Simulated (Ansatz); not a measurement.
## CuI2 in the CdI2-type structure

The computed numbers are results of PBE, scalar-relativistic (collinear spin) in the plane-wave PAW code Ansatz at 420 eV, Γ-centred 10×10×6 mesh, 0.05 eV Gaussian smearing. The datasets are Ansatz's generated set soft_2.

```
Cu I
1.0
     3.93819    0.00000    0.00000
    -1.96909    3.41057    0.00000
     0.00000    0.00000    7.63899
Cu I
1 2
Direct
  0.00000 0.00000 0.00000
  0.33333 0.66667 0.20972
  0.66667 0.33333 0.79028
```

The cell came from substitution into a structure type; no database entry of this phase was matched, which doesn't show that none exists.

Magnetic state: ferromagnetic, site spin moments Cu 0.14; I 0.08 μB.

The geometry was relaxed with PBE and stays fixed; the gap of the first row includes a band path, the others are on their meshes. A negative pressure means that the level wants a smaller cell.

```tsv
level	k-mesh	gap (eV)	P (GPa)	largest spin moment (μB)
PBE	10×10×6	metal	0.0	0.14
```

(1) Give the gap, the largest spin moment and the pressure for LDA (10×10×6).

(2) What do the gap, the largest spin moment and the pressure become under PBEsol (10×10×6)?

Answers:

(1) Gap zero (metallic), pressure -3.7 GPa, largest spin moment 0.00 μB.

(2) Gap zero (metallic), pressure -2.3 GPa, largest spin moment 0.10 μB.

**Reading the ladder.**

The pressures rise from LDA over PBEsol to PBE. The gradient terms favour an uneven density and so weaken the binding; PBEsol's are smaller than PBE's, and LDA has none.

No row holds spin–orbit coupling, which matters for elements this heavy.

The run wasn't fully tested for a lower electronic state. So small a moment in a metal hangs on mesh and smearing, and semilocal functionals can overstate it, so the real crystal may have none. The structure is built of weakly bound layers, and this functional has no dispersion term, so their spacing and all that hangs on it (volume, the soft elastic constants, low modes, dielectric constants) are poorly given.

Pressures are a third of the stress tensor's trace.
